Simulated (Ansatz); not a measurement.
**Compressing Nb$_{3}$Sn: a fit and a missing row**

Nb$_{3}$Sn, Pm-3n, a = 5.259 Å. The structure is a COD entry; whether it is the stable form wasn't checked. Ansatz: PBEsol, PAW, 420 eV, Γ-centred 8×8×8 mesh on 8 atoms, Gaussian smearing 0.10 eV; no spin polarisation. Symmetry fixes shape and atoms, so the cell is only scaled; pressure is positive in compression.

| V (Å³/atom) | P (GPa) |
| --- | --- |
| 15.995 | ? |
| 16.541 | 20.20 |
| 17.086 | 12.40 |
| 17.631 | 5.72 |
| 18.177 | 0.00 |
| 18.722 | -4.89 |
| 19.267 | -9.08 |
| 19.994 | -13.74 |

Problem. Take V0 = 18.177 Å³/atom, fit the third-order Birch–Murnaghan form to the other rows, and predict the missing pressure.

Solution. With the Eulerian strain f = ½[(V0/V)^(2/3) − 1] and y = P/[3f(1 + 2f)^(5/2)], the form is the line y = B0 + 1.5 B0 (B0′ − 4) f. Rows (f, y): 0.03245, 177.3; 0.02106, 177.0; 0.01027, 176.5; -0.00975, 175.6; -0.01904, 175.2; -0.03077, 174.5. Means f = 0.0007033, y = 176.02; Σ(Δf)² = 0.003003, ΣΔfΔy = 0.1336; the slope is their ratio. y = 176.0 + 44.48 f GPa, so B0 = 176.0 GPa and B0′ = 4 + 2 × (44.48)/(3 × 176.0) = 4.17. At V = 15.995, f = 0.04450, y = 177.98 and P = 29.40 GPa. The run gave 29.35 GPa, so the fit is 0.05 GPa too high, a small miss on the scale of the series.